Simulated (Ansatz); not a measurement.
**CsCdCl$_{3}$: energy along a strain**

CsCdCl$_{3}$, Pm-3m, a = 5.200 Å (as given, not relaxed at this level: -1.9 GPa). The structure is a COD entry; whether it is the stable form wasn't checked. Ansatz: LDA, PAW, 420 eV, Γ-centred 6×6×6 mesh on 5 atoms, Gaussian smearing 0.05 eV; no spin polarisation. Cell vectors (Å): 5.200 0.000 0.000; 0.000 5.200 0.000; 0.000 0.000 5.200. The cell is strained by x per cent times the pattern (1 -1 0 0 0 0) in the order xx yy zz yz xz xy (engineering shears), with fractional coordinates held. y is the free energy over the start, V0 = 28.122 Å³/atom. Symmetry makes y even in x.

| x (%) | y (meV/atom) |
| --- | --- |
| -2.00 | ? |
| -1.00 | 0.67 |
| 0.00 | 0.00 |
| 0.25 | 0.04 |
| 0.50 | 0.17 |
| 0.75 | 0.38 |
| 1.25 | 1.05 |
| 1.50 | 1.52 |
| 1.75 | 2.06 |

Task: Fit y = c2 x² + c4 x⁴ to the other rows, get the stiffness along the pattern, and predict the missing energy.

Result: Least squares on the rows shown. y = 0.6734 x² − 3.848×10⁻⁵ x⁴. The clamped-ion stiffness p·C·p = 2 × 6.734 eV × 160.2 / 28.122 Å³ = 77 GPa (second derivative at the start, which stands under stress). At x = -2.00 the fit asked for gives 2.69 meV/atom. The run gave 2.70 meV/atom, so the fit is 0.01 meV/atom too low, a small miss on the scale of the series.

Symmetry holds off the tilts and polar distortions that many cubic perovskites undergo.